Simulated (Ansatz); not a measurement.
Profile along the Te–Sn line in SnTe (rock salt)

SnTe (rock salt)

```
SnTe
1.0
    0.00000     3.20463     3.20463
    3.20463     0.00000     3.20463
    3.20463     3.20463     0.00000
Te Sn
1 1
Direct
  0.00000   0.00000   0.00000
  0.50000   0.50000   0.50000
```

Fields along a shortest Te–Sn line of a {100} plane (3.20 Å), from Te to Sn, interpolated on the slice's grid (step about 0.2 Å). Method: PBE (plane waves to 420 eV, PAW, scalar-relativistic; Ansatz, a program for electronic structure). k mesh 13×13×13. Inside the PAW spheres the values are not all-electron values, and peaks at nuclei hang on which shells count as valence. SnTe was relaxed with its symmetry unable to fall. Spin-orbit coupling is left out, though Te is heavy. The PAW data are Ansatz's earlier set.

```
distance from Te (Å)  valence electron density (e/Å³)  electron localisation function
--------------------  -------------------------------  ------------------------------
0.00                                            19.10                               x
0.16                                            17.05                               x
0.32                                            12.09                               x
0.48                                             6.78                               x
0.64                                             3.02                            0.25
0.80                                             1.24                            0.41
0.96                                             0.67                            0.52
1.12                                             0.46                            0.61
1.28                                             0.32                            0.65
1.44                                             0.24                            0.59
1.60                                             0.21                            0.46
1.76                                             0.20                            0.38
1.92                                             0.24                            0.35
2.08                                             0.33                            0.33
2.24                                             0.56                            0.34
2.40                                             1.30                            0.29
2.56                                             3.11                            0.16
2.72                                             5.90                               x
2.88                                             9.06                               x
3.04                                            11.66                               x
3.20                                            12.70                               x
```

x: too close to a nucleus for the ELF to mean much.

Density on the Te–Sn line (3.20 Å) at its density minimum, 1.7 Å from Te: 0.20 e/Å³. ELF at that point: 0.4. ELF maximum in the middle third of the Te–Sn line: 0.65, 1.3 Å from Te.
